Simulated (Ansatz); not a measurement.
Free-standing chains of the atoms of HgTe, named by their start (strip: triangular double chain, ladder: square double chain); atoms and period are relaxed, and energies count from relaxed bulk HgTe (F-43m, 35.47 Å³/atom, gap on the mesh 0.00 eV).

Method: Ansatz, DFT r2SCAN, scalar-relativistic, plane waves, PAW.

Cutoff 500 eV, Gaussian smearing of 0.05 eV, energies at zero smearing, symmetry of each start kept, collinear spin where a moment is listed.

| start | atoms | k mesh | excess energy (eV per host atom) | period (Å) | gap on the mesh (eV) | highest filled level or Fermi level under vacuum (eV) | size of the moment (μB per cell) |
| --- | --- | --- | --- | --- | --- | --- | --- |
| linear chain | 2 | 1×1×13 | 0.831 | 5.344 | 0 | 5.58 | 0.46 |
| dimerised chain | 2 | 1×1×13 | 0.831 | 5.340 | 0 | 5.58 | 0.46 |
| zigzag chain | 2 | 1×1×14 | 0.556 | 4.871 | 1.30 | - | 0.00 |
| ladder chain | 4 | 1×1×13 | 0.520 | 5.390 | 0.42 | 5.64 | 0.00 |
| strip chain | 2 | 1×1×24 | 0.638 | 2.795 | 0 | 4.75 | 0.08 |

Spin-orbit coupling is left out, which matters for the bands of heavy elements. An odd mesh misses points on the zone edge, so a gap read on it can be too wide.

Each run keeps its start's symmetry and one magnetic start, so lower states can exist. Rows stand on unlike meshes and boxes, so starts that end alike can differ by a few hundredths of an eV per atom.

Cost: 5 runs of about 29 core-minutes in all, on Intel Xeon 6975P-C (Granite Rapids) (shared hosts).